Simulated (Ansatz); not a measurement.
A plane-wave DFT run in Ansatz 0.2.0 (scalar-relativistic PAW potentials unless the input names others): input and command.

```yaml
crystal:
  lattice:
    - [2.325045, 2.50874, 4.54399]
    - [-2.127713, -2.308045, 4.344976]
    - [6.40719, -4.445332, 2.269893]
  atoms:
    - { symbol: B, position: [0.0976463078, 0.0565176268, 0.6018366556] }
    - { symbol: B, position: [0.3429721697, 0.3871488809, 0.4222991835] }
    - { symbol: B, position: [0.5830992742, 0.5333168668, 0.6005662829] }
    - { symbol: "N", position: [0.6209004663, 0.7843974912, 0.6045211606] }
    - { symbol: "N", position: [0.4738838535, 0.3831116486, 0.7613980856] }
    - { symbol: "N", position: [0.9683112499, 0.9200002256, 0.7744298892] }
    - { symbol: "N", position: [0.3667542238, 0.913978328, 0.9792072722] }
    - { symbol: "N", position: [0.8110467017, 0.9075217659, 0.1878154895] }
    - { symbol: "N", position: [0.6029553437, 0.3991487285, 0.437521171] }
    - { symbol: "N", position: [0.1334604047, 0.9078042786, 0.4543136941] }
    - { symbol: "N", position: [0.158985602, 0.3074227849, 0.5821654238] }
    - { symbol: "N", position: [0.9245315291, 0.3887083733, 0.9714640663] }
    - { symbol: "N", position: [0.3040507732, 0.3990951098, 0.2495402976] }
    - { symbol: Al, position: [0.1087784804, 0.5265762875, 0.7609514906] }
    - { symbol: Al, position: [0.5975805252, 0.0035981239, 0.7758703028] }
    - { symbol: Al, position: [0.0194807007, 0.0221906178, 0.975679739] }
    - { symbol: Ga, position: [0.8074715685, 0.9711311865, 0.4156545861] }
    - { symbol: In, position: [0.4043764838, 0.9700073621, 0.2248302696] }
    - { symbol: In, position: [0.5230836521, 0.4974471807, 0.9881902035] }
    - { symbol: In, position: [0.9188732674, 0.4873485772, 0.2231004812] }
basis:
  ecutwfc: "200 eV"
kpoints:
  mp_grid: { grid: [5, 5, 3] }
hamiltonian:
  xc: pbe
scf:
  occupations: { method: gaussian, width: 0.02 }
output:
  forces: true
  eigenvalues: true
  stress: true
```

```bash
ansatz run input.yaml --threads 4 --pin off --max-ram 9216MiB --backend cpu --events-out ev --progress --plain --runs-dir out
```

Abridged log:
```
Warning: basis.ecutwfc = 200 eV is below the records' recommended 420 eV, and the density's cutoff is lower with it unless basis.ecutrho_ratio is high enough to keep the records' density cutoff: compare with a run at a higher cutoff
Basis set: ecut = 200 eV, 1445 PW (Γ), exchange–correlation on 54×50×80 points (8 copies of the dense FFT grid, shifted against one another)
Bands: 80, of which v1, the nominal top of the filled ones, is band 60 counted from 1 (59 counted from 0)
Symmetry: 1 space group operations
k-points: 38 of 75 (time reversal used)
SCF iter   1: F=—  HF=-26444.530743 eV  |F-HF|=—  |Δ(HF+E_count)|=         —  Δρ=9.13e-2  dr2=9.03e0  ethr=1.77e-3  ⟨swp⟩=6.7  Hψ=12578  notcnv=0  defer=104
SCF iter   2: F=—  HF=-26439.510708 eV  |F-HF|=—  |Δ(HF+E_count)|=    5.02e0  Δρ=3.83e-2  dr2=1.44e0  ethr=1.77e-3  ⟨swp⟩=2.0  Hψ=6012  notcnv=0  defer=524
SCF iter   3: F=—  HF=-26439.009581 eV  |F-HF|=—  |Δ(HF+E_count)|=   5.01e-1  Δρ=7.39e-3  dr2=5.13e-2  ethr=1.20e-3  ⟨swp⟩=2.0  Hψ=5032  notcnv=0  defer=524
SCF iter   4: F=—  HF=-26439.004328 eV  |F-HF|=—  |Δ(HF+E_count)|=   5.25e-3  Δρ=1.90e-3  dr2=5.33e-3  ethr=4.27e-5  ⟨swp⟩=2.1  Hψ=3877  notcnv=0  defer=106
automatic band count: iteration 4 solves 69 bands in place of 80: the levels show a gap, and the empty bands left out lie too high to hold charge; the band table lists the bands solved (type scf.n_extra_bands for more)
SCF iter   5: F=—  HF=-26439.003229 eV  |F-HF|=—  |Δ(HF+E_count)|=   1.10e-3  Δρ=2.29e-4  dr2=1.05e-4  ethr=4.44e-6  ⟨swp⟩=2.0  Hψ=5014  notcnv=0  defer=106
SCF iter   6: F=—  HF=-26439.003244 eV  |F-HF|=—  |Δ(HF+E_count)|=   1.52e-5  Δρ=5.96e-5  dr2=7.41e-6  ethr=8.79e-8  ⟨swp⟩=2.0  Hψ=4757  notcnv=0  defer=106
SCF iter   7: F=—  HF=-26439.002486 eV  |F-HF|=—  |Δ(HF+E_count)|=   7.58e-4  Δρ=3.83e-5  dr2=2.03e-6  ethr=6.18e-9  ⟨swp⟩=2.0  Hψ=4902  notcnv=0  defer=106
SCF iter   8: F=—  HF=-26439.002486 eV  |F-HF|=—  |Δ(HF+E_count)|=   1.17e-9  Δρ=1.09e-5  dr2=1.85e-7  ethr=1.69e-9  ⟨swp⟩=2.2  Hψ=3660  notcnv=0  defer=106
SCF iter   9: F=-26439.002486 eV  HF=-26439.002486 eV  |F-HF|=3.57e-10  |Δ(HF+E_count)|=   3.53e-8  Δρ=1.92e-6  dr2=4.56e-9  ethr=8.33e-11  ⟨swp⟩=10.9  Hψ=9739  notcnv=0
SCF 1 converged in 9 iterations: F = -26439.002486 eV  dr2 = 4.56e-9
SCF converged after 9 iterations
Free energy (F): -26439.002486 eV
Harris-Foulkes:  -26439.002486 eV  (|F-HF|=3.57e-10)
Internal energy: -26439.002486 eV  (E = F + TS)
E sigma→0 (E₀):  -26439.002486 eV
Fermi energy:    9.490918 eV
--- Forces (eV/Å), atoms counted from 1 ---
  atom   1  B     -0.11306102    -0.05830133     0.35072778
  atom   2  B     -0.23368585    -0.24008086     0.04856183
  atom   3  B     -0.08863859     0.06198866     0.53636678
  atom   4  N     -0.15685839    -0.28826857    -0.01715257
  atom   5  N      0.32603403    -0.13856519    -0.30596949
  atom   6  N      0.47344528    -0.41793112    -0.46825601
  atom   7  N     -0.20555264    -0.06775534    -0.02334480
  atom   8  N     -0.33133896    -0.06257432     0.18201054
  atom   9  N      0.16348580     1.00609877     0.02061349
  atom  10  N      0.72125079     0.51493205    -0.73292069
  atom  11  N     -0.04349604    -0.51093432    -0.10047481
  atom  12  N     -0.08713448     0.05237319     0.37825145
  atom  13  N     -0.46549112     0.17567342     0.08684274
  atom  14  Al    -0.35728128    -0.18764697     0.21281419
  atom  15  Al    -0.00925480     0.09777130     0.14515120
  atom  16  Al    -0.01624508     0.08344437    -0.10707282
  atom  17  Ga    -0.09136092    -0.31367013     0.29636721
  atom  18  In    -0.06757441     0.15001623     0.20268333
  atom  19  In     0.37047992     0.05113266    -0.37281886
  atom  20  In     0.21358258     0.09346061    -0.33351257
--- Stress (GPa, compression-positive) ---
        9.709414      -3.693959       0.228363
       -3.693944      11.328917       0.083259
        0.228418       0.083196      12.813828
  P = ⅓ Tr σ = 11.2841 GPa (112.841 kbar)
```

Apart from outputs and empty bands, the input differs from a reference run on usual settings in basis.ecutwfc: 420 → "200 eV". The reference, at the same geometry (not necessarily relaxed), gave pressure -0.01 GPa, largest force 0.013 eV/Å, gap on the mesh 1.42 eV. This run converged in 9 SCF iterations (reference: 8) with an energy at zero smearing 3.4 eV/atom above the reference's, pressure 11.28 GPa, largest force 1.150 eV/Å, gap on the mesh 1.02 eV. Its cutoff is looser than usual, and the result moved.

It took 7 s on 4 threads of Arm Neoverse V2, on a shared host, peak memory 0.53 GiB.